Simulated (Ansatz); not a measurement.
# Every step of a relaxation of diamond Ge (111), 6 layers

DFT, PBE, PAW with Ansatz's default frozen-core files, scalar-relativistic (Ansatz 0.2.0); a Γ-centred 9×9×1 k mesh, Fermi–Dirac smearing of 0.02 eV, no spin polarisation. The run relaxes the atoms in the fixed cell.

Command: `ansatz run input.yaml --threads 2 --pin off --max-ram 4096MiB --backend cpu --events-out ev --progress --plain --runs-dir out` It took 18 s on 2 threads of Intel(R) Xeon(R) 6975P-C (Granite Rapids), on a shared host, peak memory 0.68 GiB.

```yaml
crystal:
  lattice:
    - [4.0736070252, 0.0, 0.0]
    - [-2.0368035126, 3.5278471688, 0.0]
    - [0.0, 0.0, 23.4837]
  atoms:
    - { symbol: Ge, position: [0.0, 0.0, 0.3406619492] }
    - { symbol: Ge, position: [0.333333334, 0.666666666, 0.3760704043] }
    - { symbol: Ge, position: [0.333333334, 0.666666666, 0.4822957716] }
    - { symbol: Ge, position: [0.666666667, 0.333333333, 0.5177042276] }
    - { symbol: Ge, position: [0.666666667, 0.333333333, 0.6239295948] }
    - { symbol: Ge, position: [0.0, 0.0, 0.6593380508] }
kpoints:
  mp_grid: { grid: [9, 9, 1] }
scf:
  occupations: { method: fermi_dirac, width: 0.02 }
hamiltonian:
  xc: pbe
  pseudopotentials: { kind: paw }
output:
  forces: true
  stress: true
  eigenvalues: true
relax:
  f_tol: 0.01
  max_steps: 40
efield:
  axis: 3
  amplitude: 0
  dipole_correction: true
```

Each step lists its free energy a cell above the last geometry, and Cartesian positions (Å) with forces (eV/Å).

The first step:

```
step 1  dF = 36.77 meV
  Ge 0.0000 0.0000 8.0000   0.0000 0.0000 0.1226
  Ge 0.0000 2.3519 8.8315   0.0000 0.0000 -0.4815
  Ge 0.0000 2.3519 11.3261   0.0000 0.0000 0.3362
  Ge 2.0368 1.1759 12.1576   0.0000 0.0000 -0.3362
  Ge 2.0368 1.1759 14.6522   0.0000 0.0000 0.4815
  Ge 0.0000 0.0000 15.4837   0.0000 0.0000 -0.1226
```

Real surfaces of this kind reconstruct, which a 1×1 cell forbids.

**Question.** Where does the relaxation end, and by which steps?

**Answer.** After 4 geometries, with a shortest distance of 2.480 Å. The further steps:
```
step 2  dF = 4.74 meV
  Ge 0.0000 0.0000 7.9753   0.0000 0.0000 0.0166
  Ge 0.0000 2.3519 8.7716   0.0000 0.0000 -0.1329
  Ge 0.0000 2.3519 11.3241   0.0000 0.0000 0.1816
  Ge 2.0368 1.1759 12.1596   0.0000 0.0000 -0.1815
  Ge 2.0368 1.1759 14.7121   0.0000 0.0000 0.1329
  Ge 0.0000 0.0000 15.5084   0.0000 0.0000 -0.0166
step 3  dF = 0.19 meV
  Ge 0.0000 0.0000 7.9625   0.0000 0.0000 -0.0002
  Ge 0.0000 2.3519 8.7504   0.0000 0.0000 -0.0032
  Ge 0.0000 2.3519 11.3389   0.0000 0.0000 -0.0405
  Ge 2.0368 1.1759 12.1448   0.0000 0.0000 0.0405
  Ge 2.0368 1.1759 14.7333   0.0000 0.0000 0.0032
  Ge 0.0000 0.0000 15.5212   0.0000 0.0000 0.0002
step 4  dF = 0.00 meV
  Ge 0.0000 0.0000 7.9567   0.0000 0.0000 0.0030
  Ge 0.0000 2.3519 8.7450   0.0000 0.0000 0.0013
  Ge 0.0000 2.3519 11.3338   0.0000 0.0000 0.0013
  Ge 2.0368 1.1759 12.1499   0.0000 0.0000 -0.0013
  Ge 2.0368 1.1759 14.7387   0.0000 0.0000 -0.0013
  Ge 0.0000 0.0000 15.5270   0.0000 0.0000 -0.0030
step 5  dF = 0.00 meV  (same geometry, solved once more)
  Ge 0.0000 0.0000 7.9567   0.0000 0.0000 0.0030
  Ge 0.0000 2.3519 8.7450   0.0000 0.0000 0.0014
  Ge 0.0000 2.3519 11.3338   0.0000 0.0000 0.0013
  Ge 2.0368 1.1759 12.1499   0.0000 0.0000 -0.0013
  Ge 2.0368 1.1759 14.7387   0.0000 0.0000 -0.0014
  Ge 0.0000 0.0000 15.5270   0.0000 0.0000 -0.0030
```
